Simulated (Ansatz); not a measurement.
Theory: Ansatz, DFT PBE, scalar-relativistic, plane waves, PAW. Settings: cutoff 420 eV, Γ-centred meshes spaced at most about 0.3 Å⁻¹, and about 0.25 Å⁻¹ or finer for metals (2π included), Gaussian smearing. Collinear spin in cells that started with moments and kept them past the coarse steps, no spin elsewhere.

Temperature and zero-point effects are left out.

Two relaxed structures of NbTe8Mo3:

A. (no spin)

```cif
data_structure
_symmetry_space_group_name_H-M 'P-3m1'
_symmetry_Int_Tables_number 164
_cell_length_a 3.5508
_cell_length_b 3.5508
_cell_length_c 31.4165
_cell_angle_alpha 90.000
_cell_angle_beta 90.000
_cell_angle_gamma 120.000
_cell_volume 343.04
loop_
_atom_site_label
_atom_site_type_symbol
_atom_site_symmetry_multiplicity
_atom_site_Wyckoff_symbol
_atom_site_fract_x
_atom_site_fract_y
_atom_site_fract_z
_atom_site_occupancy
Nb1 Nb 1 a 0.00000 0.00000 0.00000 1
Te1 Te 2 d 0.66667 0.33333 0.19498 1
Te2 Te 2 d 0.66667 0.33333 0.44142 1
Te3 Te 2 d 0.66667 0.33333 0.68785 1
Te4 Te 2 d 0.66667 0.33333 0.93924 1
Mo1 Mo 2 c 0.00000 0.00000 0.25358 1
Mo2 Mo 1 b 0.00000 0.00000 0.50000 1
```

B. (site moments under 0.1 μB)

```cif
data_structure
_symmetry_space_group_name_H-M 'P-6m2'
_symmetry_Int_Tables_number 187
_cell_length_a 3.5900
_cell_length_b 3.5900
_cell_length_c 29.9914
_cell_angle_alpha 90.000
_cell_angle_beta 90.000
_cell_angle_gamma 120.000
_cell_volume 334.75
loop_
_atom_site_label
_atom_site_type_symbol
_atom_site_symmetry_multiplicity
_atom_site_Wyckoff_symbol
_atom_site_fract_x
_atom_site_fract_y
_atom_site_fract_z
_atom_site_occupancy
Nb1 Nb 1 f 0.66667 0.33333 0.50000 1
Te1 Te 2 h 0.33333 0.66667 0.94011 1
Te2 Te 2 h 0.33333 0.66667 0.43728 1
Te3 Te 2 i 0.66667 0.33333 0.68902 1
Te4 Te 2 i 0.66667 0.33333 0.19121 1
Mo1 Mo 2 h 0.33333 0.66667 0.74889 1
Mo2 Mo 1 e 0.66667 0.33333 0.00000 1
```

Question: Which is lower in energy, and by how much?

Answer: B is lower, by 134 meV/atom. A has space group P-3m1 (No. 164), 28.6 Å³/atom and no gap on its mesh; B has Nb and Mo ordered on 2H molybdenite sites, space group P-6m2 (No. 187), 27.9 Å³/atom and no gap. In A, Nb has 6 Te at 2.80 Å and 6 Nb at 3.55 Å; Te on its first site is surrounded by 3 Mo at 2.76 Å; Mo on a site of symmetry 3m is surrounded by 6 Te at 2.75–2.76 Å; 4 more sites not described. In B, around Nb lie 6 Te at 2.80 Å; Te on its first site has 3 Mo at 2.74 Å; Mo on a site of symmetry 3m has 6 Te at 2.74 Å; 4 more sites not described. Both come from invented guesses.

No dispersion correction is applied, so the spacing and binding between layers, chains or molecules are poorly described (P-3m1, P-6m2), and this can change margins and order among such cells. Spin–orbit coupling, which can matter for Te, is left out. With atoms moved at random, P-6m2 came back. Other cells relaxed within their symmetry can be saddle points.
